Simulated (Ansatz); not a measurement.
CaHBr:
```xyz
6
Lattice="3.8255 0.0000 0.0000 0.0000 3.8255 0.0000 0.0000 0.0000 8.0689" Properties=species:S:1:pos:R:3 pbc="T T T"
Ca     0.0000     1.9128     1.2911
Ca     1.9128     0.0000     6.7778
H      1.9128     1.9128     0.0000
H      0.0000     0.0000     0.0000
Br     0.0000     1.9128     5.4486
Br     1.9128     0.0000     2.6204
```

Relaxed with r²SCAN+D4.

Q: Map the electron localisation function on the plane through (0.000, 0.500, 0.160) spanned by u = [1, 0, 0] and v = [0, 0, 1] in lattice vectors, from the program Ansatz at the r²SCAN+D4 level (PAW).

A: x is the fraction of u, y of v (the angle between them is 90°; rows are the nearest grid lines); atoms in the plane: Ca at (0.00, 0.00), H at (0.50, 0.84), Br at (0.00, 0.52).
```
y \ x   0.000  0.105  0.158  0.263  0.368  0.474  0.526  0.632  0.737  0.842  0.895   1.00
------  -----  -----  -----  -----  -----  -----  -----  -----  -----  -----  -----  -----
1.00    0.720  0.849  0.858  0.369  0.032  0.107  0.107  0.032  0.369  0.858  0.849  0.720
0.925   0.861  0.823  0.690  0.080  0.699  0.984  0.984  0.699  0.080  0.690  0.823  0.861
0.850   0.049  0.030  0.037  0.667  0.998   1.00   1.00  0.998  0.667  0.037  0.030  0.049
0.775   0.024  0.033  0.064  0.560  0.976  0.998  0.998  0.976  0.560  0.064  0.033  0.024
0.700   0.497  0.397  0.272  0.091  0.124  0.327  0.327  0.124  0.091  0.272  0.397  0.497
0.625   0.859  0.857  0.836  0.706  0.253  0.044  0.044  0.253  0.706  0.836  0.857  0.859
0.550   0.006  0.346  0.775  0.857  0.592  0.063  0.063  0.592  0.857  0.775  0.346  0.006
0.450   0.514  0.796  0.878  0.823  0.483  0.036  0.036  0.483  0.823  0.878  0.796  0.514
0.375   0.870  0.838  0.791  0.533  0.093  0.012  0.012  0.093  0.533  0.791  0.838  0.870
0.300   0.320  0.187  0.095  0.021  0.011  0.011  0.011  0.011  0.021  0.095  0.187  0.320
0.225   0.006  0.008  0.011  0.019  0.027  0.029  0.029  0.027  0.019  0.011  0.008  0.006
0.150   0.125  0.048  0.022  0.020  0.041  0.048  0.048  0.041  0.020  0.022  0.048  0.125
0.0750  0.855  0.832  0.746  0.090  0.024  0.043  0.043  0.024  0.090  0.746  0.832  0.855
0.000   0.720  0.849  0.858  0.369  0.032  0.107  0.107  0.032  0.369  0.858  0.849  0.720
```

The density is the valence pseudo-density with augmentation charge, so density and ELF within about 1 Å of a nucleus are not all-electron values.

Space group P4/nmm. The workflow started from a Materials Project entry (that database holds measured and hypothetical structures alike); the Crystallography Open Database files this formula in space group No. 129, but the cells were not matched. Whether it is the stable phase at ambient conditions was not checked. The cell was relaxed with r²SCAN+D4 under the symmetry of its start; whether a distortion lowers the energy is not shown.

Potentials: the later of the program's two PAW sets.
